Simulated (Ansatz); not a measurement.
The start is a relaxed ZnSnN2 cell, doubled along one cell vector, shaken by Gaussian noise of σ = 0.08 Å a coordinate. The structure is fully relaxed (lattice and positions, P = 0) with PBEsol (plane waves to 420 eV, PAW, scalar-relativistic; Ansatz, a first-principles code). The first steps use a coarse 6×6×4 k-mesh.

Initial structure:
```
ZnSnN2
1.0
    4.11780     0.00000     0.00000
    0.00000     4.11780     0.00000
    0.00000     0.00000     6.07998
Zn Sn N
2 2 4
Direct
  0.50908   0.45257   0.24986
  0.48182   0.55332   0.74406
  0.00066   0.99044   0.96914
  0.96458   0.03094   0.50167
  0.00204   0.50484   0.99211
  0.99765   0.53020   0.51020
  0.52956   0.02910   0.99589
  0.48865   0.00156   0.50133
```

Problem. What pressure does the first self-consistent step give?

Solution. +3 GPa (positive: the cell is compressed).

Problem. What is the largest force in the starting geometry, and on which atom (counted from 1)?

Solution. About 2.9 eV/Å, on N7 (atoms numbered as listed).

Problem. By how much does the energy per atom fall from start to end?

Solution. 0.88 eV/atom.

Problem. How does the volume per atom move from start to end?

Solution. -0.9 %, from 12.89 to 12.78 Å³/atom.

Problem. Is the relaxed structure metallic? Give its gap.

Solution. No gap (metallic).

Problem. Write out the relaxed structure.

Solution. 
Space group P-6m2 (No. 187); a = 3.6293 Å, b = 3.6293 Å, c = 4.4799 Å, α = 90.00°, β = 90.00°, γ = 120.00°

| atom | site | symmetry | x | y | z |
|---|---|---|---|---|---|
| Zn | 1c | -6m2 | 0.3333 | 0.6667 | 0.0000 |
| Sn | 1b | -6m2 | 0.0000 | 0.0000 | 0.5000 |
| N | 1d | -6m2 | 0.3333 | 0.6667 | 0.5000 |
| N | 1a | -6m2 | 0.0000 | 0.0000 | 0.0000 |

Final values are on a 15×15×11 k-mesh of the relaxed cell. No spin polarisation in the result.

The relaxed structure here is a generated cell of ZnSnN2: the first start was made by placing the elements on the sites of a structure type, and the end was not matched to a known phase here, so it may be hypothetical.
